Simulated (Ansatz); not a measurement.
LuAlN2:
```xyz
16
Lattice="5.8691 0.0000 0.0000 0.0000 6.9026 0.0000 0.0000 0.0000 5.1769" Properties=species:S:1:pos:R:3 pbc="T T T"
Lu     3.5166     6.0559     5.0671
Lu     2.3525     0.8466     2.4786
Lu     5.2871     2.6047     2.4786
Lu     0.5820     4.2979     5.0671
Al     0.4258     0.8717     5.1566
Al     5.4433     6.0309     2.5681
Al     2.5087     4.3229     2.5681
Al     3.3604     2.5796     5.1566
N      3.5580     5.8854     2.1373
N      2.3111     1.0171     4.7258
N      5.2457     2.4341     4.7258
N      0.6234     4.4684     2.1373
N      3.2234     2.7394     1.8549
N      2.6457     4.1632     4.4433
N      5.5803     6.1906     4.4433
N      0.2888     0.7119     1.8549
```

Relaxed with r²SCAN.

Give the Bader charges and basin volumes of the independent atoms, DFT-r²SCAN in the program Ansatz with PAW potentials.



```tsv
atom	Bader charge (e)	Bader volume (Å³)
Lu1	+1.95	13.5
Al5	+2.47	4.0
N9	-2.22	18.0
N13	-2.20	17.0
```

Space group Pna2_1. The start of the workflow was typed in or built on a structure type; neither database checked (COD, Materials Project) lists it. Its standing as an ambient phase is unchecked. Symmetry was held in the r²SCAN relaxation; its stability against distortions is not shown here. Spin–orbit coupling is left out wherever it is not named.

Potentials: the earlier of the program's two PAW sets. The files were generated under PBE; for other functionals the program regenerates the frozen cores, and for LDA and PBEsol the local potential too.
